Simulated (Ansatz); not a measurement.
This is a known allotrope of Hf, reached from a generated start. Known forms of Hf include space group No. 194.

A relaxed cell of Hf (Im-3m (No. 229)), relaxed on a k-mesh at least as fine as the one used below. Calculation: r2SCAN (plane waves to 500 eV, PAW, scalar-relativistic; Ansatz, a program for electronic structure). Γ-centred k-mesh 13×13×13 on the run's cell (coarser than for final values), Fermi–Dirac smearing 0.05 eV.

```
Hf
1.0
   -3.53873     3.53873     3.53873
    1.76937    -1.76937     1.76937
    1.76937     1.76937    -1.76937
Hf
2
Direct
  0.00000   0.00000   0.00000
  0.50000   0.00000   0.00000
```

The atoms are displaced along an unstable phonon of this cell by (Å):

```tsv
atom	ux	uy	uz
Hf1	0.000	0.106	-0.106
Hf2	0.000	-0.106	0.106
```

Problem. What forces (eV/Å) and pressure result?

Solution. 
```csv
atom,Fx,Fy,Fz
Hf1,0.00,0.34,-0.34
Hf2,0.00,-0.34,0.34
```

Pressure +0.4 GPa.

Problem. Estimate the energy cost of the displacement in the harmonic approximation and compare with the calculation.

Solution. For a harmonic well ΔE = −½ Σ F·u = -0.072 eV a cell, or -36 meV/atom. The calculated energy relative to the undisplaced cell is -0.06 eV/atom, so anharmonic terms matter at this amplitude.

The undisplaced cell is probably no minimum: from this displacement the run went on to P6₃/mmc (No. 194), 0.21 eV/atom below it.

No spin polarisation in the result.
